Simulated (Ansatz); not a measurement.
## Calculated with Ansatz: Hf, settings compared

The input file (Ansatz 0.2.0, plane waves):

```yaml
crystal:
  lattice:
    - [1.574905, 2.727813, 0.0]
    - [-1.574905, 2.727813, 0.0]
    - [0.0, 0.0, 5.143251]
  atoms:
    - { symbol: Hf, position: [0.33333, 0.33334, 0.25] }
    - { symbol: Hf, position: [0.66666, 0.66667, 0.75] }
  symmetry: { tolerance: 0.0003 }
kpoints:
  mp_grid: { grid: [7, 7, 4], shift: [0, 0, 0] }
magnetization:
  spin_polarized: false
scf:
  occupations: { method: fermi_dirac, width: 0.0754 }
hamiltonian:
  pseudopotentials: { kind: paw }
  xc: pbe
basis:
  ecutwfc: 420
output:
  forces: true
  stress: true
  eigenvalues: true
  write_density: true
  write_potential: true
  elf: true
  volumetric_format: npy
```

Launch command:

```bash
ansatz run input.yaml --threads 1 --pin off --max-ram 2560MiB --backend cpu --events-out ev --progress --plain --runs-dir out
```

Origin of the cell: a known structure type with other elements, at an estimated volume, so it need not be a known compound.

Output of this run (shortened):

```
SCF iter   1: F=—  HF=-31442.725602 eV  Δρ=3.37e-3  dr2=3.20e-3
SCF iter   2: F=—  HF=-31442.725778 eV  Δρ=2.20e-3  dr2=1.51e-3
SCF iter   3: F=—  HF=-31442.725904 eV  Δρ=4.28e-4  dr2=6.84e-5
SCF iter   4: F=—  HF=-31442.725803 eV  Δρ=2.56e-4  dr2=1.18e-5
SCF iter   5: F=—  HF=-31442.725838 eV  Δρ=5.13e-5  dr2=5.93e-7
SCF iter   6: F=—  HF=-31442.725839 eV  Δρ=1.77e-5  dr2=1.07e-7
SCF iter   7: F=-31442.725838 eV  HF=-31442.725838 eV  Δρ=3.36e-6  dr2=6.39e-9
SCF 1 converged in 7 iterations: F = -31442.725838 eV  dr2 = 6.39e-9
SCF converged after 7 iterations
Free energy (F): -31442.725838 eV
Harris-Foulkes:  -31442.725838 eV  (|F-HF|=6.53e-9)
Internal energy: -31442.699214 eV  (E = F + TS)
E sigma→0 (E₀):  -31442.712526 eV
Entropy (-TS):   -0.026624 eV (-13.312 meV/atom)
Fermi energy:    20.188207 eV
--- Per-component energies (eV) ---
  E_band       = 88.186324
  E_kinetic    = 849.514898
  E_local      = -10073.447655  (includes V_loc(G=0)·N_el)
  E_nonlocal   = -2488.567342
  E_hartree    = 4745.284651
  E_xc         = -600.704885
  E_vxc        = -533.018546  (∫ρ·V_xc dr)
  E_paw        = -13855.910744  (= ΣΔE_a)
  E_vpaw       = 2843.143777  (= ΣTr[D̂ρ^β])
  E_aug_tail   = -0.000002  (compensation charges beyond the density's cutoff)
  E_ewald      = -10018.868134
  E_smearing   = -0.026624  (= −TS)
  Σ components = -31442.725838   (vs F -31442.725838, Δ=0.00e0)
--- Forces (eV/Å), atoms counted from 1 ---
  atom   1  Hf     0.000000    -0.000000     0.000000
  atom   2  Hf    -0.000000     0.000000     0.000000
  max |Σ_I F_I| component: 5.55e-17 eV/Å
--- Stress (GPa, compression-positive) ---
        3.376334      -0.000000       0.000000
       -0.000000       3.376334       0.000000
        0.000000       0.000000       0.178000
  P = ⅓ Tr σ = 2.3102 GPa (23.102 kbar)
```

The same input was run again with these changes:

1. `magnetization` { spin_polarized: false } → { spin_polarized: true } (starts: random); `kpoints.mp_grid.grid` [7, 7, 4] → [6, 6, 3]; typed moments: Hf1 -1, Hf2 4
2. `accuracy` default → high; `scf.eigensolver.kind` default → davidson
3. `basis.ecutwfc` 420 → "550 eV"; `scf.eigensolver.kind` default → davidson; `scf.algorithm` default → direct_min
4. `scf.occupations.width` 0.0754 → default; `scf.occupations.method` fermi_dirac → tetrahedron_uncorrected

| run | end | SCF iterations | P (GPa) | max force component (eV/Å) | moment (μB) | ΔE(σ→0) (meV/atom) |
| --- | --- | --- | --- | --- | --- | --- |
| base | converged | 7 | 2.31 | 0.000 | – | 0 |
| 1 | converged | 13 | 2.68 | 0.000 | 0.00 | 28.14 |
| 2 | converged | 10 | 2.31 | 0.000 | – | 0.00 |
| 3 | converged | 5 | 2.30 | 0.000 | – | -1.16 |
| 4 | converged | 6 | 2.17 | 0.000 | – | 27.38 |

Energies are compared only where functional, datasets, charge and starting cell are the same.

Not properties of the system: run 1 (too coarse or loose: `kpoints.mp_grid.grid` = [6, 6, 3]).

Caveats of the base run: no moments, though an odd count or open d shells may carry them; no spin-orbit coupling, though heavy elements are present; the k mesh is coarse if the cell is a metal.

Run 1: a starting moment was lost; typed moments were cut to what the open shells hold.

The base run ran for 1.8 s of wall time on 1 CPU thread(s) of a shared host, from the program's own first density.
